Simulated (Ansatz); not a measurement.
LaOF (space group R-3m)

```xyz
6
Lattice="2.0066 1.1585 6.6892 -2.0066 1.1585 6.6892 0.0000 -2.3170 6.6892" Properties=species:S:1:pos:R:3 pbc="T T T"
La     0.0000     0.0000    14.8854
La     0.0000     0.0000     5.1823
O      0.0000     0.0000    12.5043
O      0.0000     0.0000     7.5634
F      0.0000     0.0000    17.4793
F      0.0000     0.0000     2.5884
```

The slice is a (0001) plane (indices of the conventional cell) through the point (0.871, 0.871, 0.871) (fractional), spanned by u = [1 0 -1] and v = [-1 2 -1] in vectors of this cell: u (4.01 Å) and v (6.95 Å, at 90° to u). It covers one period; positions are fractions (u, v).

Calculation: PBEsol (plane waves to 420 eV, PAW, scalar-relativistic; Ansatz, a program for electronic structure). k mesh 10×10×10. Inside the PAW spheres the values are not all-electron values, and peaks at nuclei hang on which shells count as valence. LaOF is run without spin polarisation. LaOF was relaxed with its symmetry unable to fall.

Question: Predict the map of the electron localisation function (ELF) on the slice.

Answer: 
```
v \ u  0.00  0.17  0.33  0.50  0.67  0.83
-----  ----  ----  ----  ----  ----  ----
0.90   0.79  0.54  0.03  0.03  0.03  0.54
0.80   0.09  0.04  0.02  0.06  0.02  0.04
0.70   0.64  0.36  0.02  0.06  0.02  0.36
0.60   0.55  0.17  0.42  0.79  0.42  0.17
0.50   0.05  0.05  0.80     x  0.80  0.05
0.40   0.03  0.03  0.54  0.79  0.54  0.03
0.30   0.06  0.02  0.04  0.09  0.04  0.02
0.20   0.06  0.02  0.36  0.64  0.36  0.02
0.10   0.79  0.42  0.17  0.55  0.17  0.42
0.00      x  0.80  0.05  0.05  0.05  0.80
```

Values: electron localisation function (ELF). Points within 0.5 Å of a nucleus are blanked (x), as the pseudised field means little there.
